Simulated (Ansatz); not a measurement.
Os (P6_3/mmc), clamped-ion strain scan

Computed with Ansatz, DFT PBEsol, scalar-relativistic, plane waves, PAW. Settings: plane waves to 420 eV, k-mesh 18×18×12 (Γ-centred), Gaussian smearing 0.15 eV. Spin–orbit coupling is left out, which can shift energies with elements as heavy as these. No spin polarisation. Energies are free energies at this smearing, counted from the undisturbed cell; pressure is positive in compression.

Reference structure (as given, not relaxed at this level; it stands at -2.8 GPa):

```
CELL_PARAMETERS angstrom
2.73410 0.00000 0.00000
-1.36705 2.36780 0.00000
0.00000 0.00000 4.31970
ATOMIC_POSITIONS crystal
Os 0.33333 0.66667 0.25000
Os 0.66667 0.33333 0.75000
```

The cell is strained by ε times the Voigt pattern (0, 0, 1, 0, 0, 0) (xx, yy, zz, yz, xz, xy; engineering shear) with fractional coordinates fixed. The cell is metallic on the mesh throughout.

```csv
ε,ΔE (meV/atom)
-0.1500,1168.2
-0.1125,592.6
-0.0750,233.3
-0.0375,47.9
0.0000,0.0
0.0375,57.3
0.0750,193.3
0.1125,383.5
0.1312,492.3
0.1500,607.5
```

Predict the pressure (GPa) at each point.

```tsv
ε	pressure (GPa)
-0.1500	118.9
-0.1125	75.6
-0.0750	42.0
-0.0375	16.4
0.0000	-2.8
0.0375	-16.8
0.0750	-26.9
0.1125	-33.8
0.1312	-36.3
0.1500	-38.3
```